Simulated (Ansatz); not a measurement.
TaRh$_{3}$ (Cu3Au type, space group No. 221), a = 3.8460 Å, b = 3.8460 Å, c = 3.8460 Å, α = 90.00°, β = 90.00°, γ = 90.00°.

This is the PBEsol-relaxed structure.

All from plane-wave PAW PBEsol (Ansatz code), unless another level is named. Give the formation energy from the elements (no fitted shifts).

-0.62 eV/atom.

Predict the density of states at the Fermi level.

0.49 states/eV per atom (mean over ±0.08 eV).

Next, the gap with spin–orbit coupling?

none (metallic).

Space group Pm-3m (Cu3Au type). The workflow started from a Materials Project entry (that database holds measured and hypothetical structures alike); the Crystallography Open Database files this formula in space group No. 221, but the cells were not matched. Whether it is the stable phase at ambient conditions was not checked. The cell was relaxed with PBEsol under the symmetry of its start; of distortions, only those at the zone centre were tested. No spin polarisation was allowed. The references are the lowest solids computed at this level, not always the standard phases. Scalar-relativistic: spin–orbit coupling is off unless named, which matters more the heavier the elements.

Potentials: the later of the program's two PAW sets.
